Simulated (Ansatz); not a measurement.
Polymorphs of TiSi, each relaxed with the program Ansatz at the r²SCAN level (PAW):

A: rock salt (Fm-3m)
a = b = c = 5.0890 Å, α = β = γ = 90.00°

```
atom  site  symmetry       x       y       z
----  ----  --------  ------  ------  ------
Si      4a      m-3m  0.0000  0.0000  0.0000
Ti      4b      m-3m  0.5000  0.5000  0.5000
```

B: Pnma
a = 6.504 Å, b = 3.633 Å, c = 4.989 Å, α = β = γ = 90.00°

| atom | site | symmetry | x | y | z |
|---|---|---|---|---|---|
| Ti | 4c | .m. | 0.1759 | 0.2500 | 0.1285 |
| Si | 4c | .m. | 0.0440 | 0.2500 | 0.6447 |

### Question
Put the candidates in order of energy per atom at 0 K, lowest first, for r²SCAN.

### Answer
B (+0 meV/atom), A (+340 meV/atom)

Constructed cells (a structure type filled with these elements, in neither database checked): A. Standing as an ambient phase not checked: B. All cells were relaxed under the symmetry of their starts (and spin orders); stability against distortions was not tested throughout. Rows with no word on spin ran without spin polarisation.

Energies hold the estimated change up to a 700 eV cutoff; steps of a few meV lie near the error of the meshes.

Potentials: the later of the program's two PAW sets.
